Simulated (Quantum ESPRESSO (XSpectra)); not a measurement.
# The core hole at the O K edge of SiO2 (P2₁2₁2₁)

```
O2Si
1.0
    6.87585     0.00000     0.00000
    0.00000     7.01170     0.00000
    0.00000     0.00000     7.01261
Si O
8 16
Direct
  0.75069   0.74359   0.69514
  0.74931   0.25641   0.19514
  0.25069   0.75641   0.30486
  0.24931   0.24359   0.80486
  0.00766   0.55508   0.99558
  0.49234   0.44492   0.49558
  0.50766   0.94492   0.00442
  0.99234   0.05508   0.50442
  0.05868   0.18004   0.68630
  0.44132   0.81996   0.18630
  0.55868   0.31996   0.31370
  0.94132   0.68004   0.81370
  0.57535   0.80375   0.83568
  0.92465   0.19625   0.33568
  0.07535   0.69625   0.16432
  0.42465   0.30375   0.66432
  0.68967   0.07914   0.06047
  0.81033   0.92086   0.56047
  0.18967   0.42086   0.93953
  0.31033   0.57914   0.43953
  0.17688   0.93034   0.43622
  0.32312   0.06966   0.93622
  0.67688   0.56966   0.56378
  0.82312   0.43034   0.06378
```

Geometry: Materials Project entry mp-556961 (a computed structure). The cell is the entry's, not relaxed again.

Absorber: atom 9, O on Wyckoff site a (site symmetry 1), with 2 Si at 1.61 Å.

Method: LDA, no, half or full core hole, dipole K-edge X-ray absorption, plane waves, Troullier-Martins potentials made with ld1.x, scalar-relativistic, no spin, constant broadening (Quantum ESPRESSO (XSpectra)).

Full-hole run: 48-atom cell (absorber images 7.0 Å apart), 70 Ry, k meshes 2×2×2 (SCF) and 3×2×2 (spectrum), Lorentzian half width 0.5 eV. The ground-state test found a gap, so occupations are fixed and the excited electron is left out (charged cell on a uniform background); energies count from the highest occupied level. Field directions run: x; y; z, weighted by the site's symmetry in the crystal. Intensities are scaled to a mean of 1 over 0–35 eV.

The half-hole run shares these settings; the run without a hole takes the primitive cell with a 3×3×3 mesh.

```csv
core hole,mean 0–10 eV,mean 10–20 eV,mean 20–30 eV,highest value below 30 eV
none (primitive cell),0.39,1.68,0.89,2.5
half,0.76,1.35,0.88,2.9
full,1.18,0.95,0.91,3.9
```

From no hole to a full hole the mean over the first 10 eV goes from 0.39 through 0.76 to 1.18: the hole pulls absorption towards the edge. The cell size was not varied. Each run counts from its own energy zero.
